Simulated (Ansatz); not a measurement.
Theory: DFT, m-r2SCAN, plane waves (500 eV) with PAW, scalar-relativistic (Ansatz 0.2.0). (PAW data from PBE, frozen cores regenerated.)

An element in the omega (AlB2-type) structure gives this curve. The cell is scaled uniformly from the relaxed one, with fractional coordinates and shape fixed. Energies are extrapolated to zero smearing, pressures are those at the given smearing. Magnetic state: non-magnetic.

```
V (Å³/atom)  E − E₀ (meV/atom)  P (GPa)
     14.971              109.7    18.88
     15.651               45.8    11.43
     16.332               10.8     5.21
     17.012                0.0     0.02
     17.693                9.4    -4.32
     18.373               35.6    -7.94
     19.054               75.9   -10.95
```

Task: Which element is it?
A. titanium
B. iridium
C. ruthenium
D. rhodium

Result: A. Its fit is V₀ = 17.02 Å³/atom, B₀ = 118 GPa, B₀′ = 3.5.

m-r²SCAN is r²SCAN on the gauge-invariant kinetic-energy density; without spin polarisation the two are equal.
